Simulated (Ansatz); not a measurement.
Ir: clamped-ion strain scan

Method: DFT PBE, scalar-relativistic, plane waves, PAW in Ansatz 0.2.0. Cutoff 420 eV, Γ-centred 22×22×22 k-points, Gaussian smearing of 0.15 eV. Spin–orbit coupling is left out, which can shift energies with elements as heavy as these. No spin polarisation. Energies are free energies at this smearing, counted from the undisturbed cell; pressure is positive in compression.

Zero of the scan (as given, not relaxed at this level; it stands at 9.1 GPa):

```
Ir
1.0
     0.00000    1.91970    1.91970
     1.91970    0.00000    1.91970
     1.91970    1.91970    0.00000
Ir
1
Direct
  0.00000 0.00000 0.00000
```

The cell is strained by ε times the Voigt pattern (0, 0, 0, 0, 0, 1) (xx, yy, zz, yz, xz, xy; engineering shear) with fractional coordinates fixed. The cell is metallic on the mesh throughout. At 9 GPa the given cell is far from its own equilibrium, so these figures belong to a strongly strained crystal.

Problem. Over the sampled range (-0.0200 to 0.0175), is the undisturbed cell the lowest point?

Solution. Yes, every other sampled point lies higher (or within rounding).

The scan:

| ε | ΔE (meV/atom) |
| --- | --- |
| -0.0200 | 5.0 |
| -0.0100 | 1.3 |
| 0.0000 | 0.0 |
| 0.0025 | 0.1 |
| 0.0050 | 0.3 |
| 0.0075 | 0.7 |
| 0.0125 | 2.0 |
| 0.0150 | 2.8 |
| 0.0175 | 3.9 |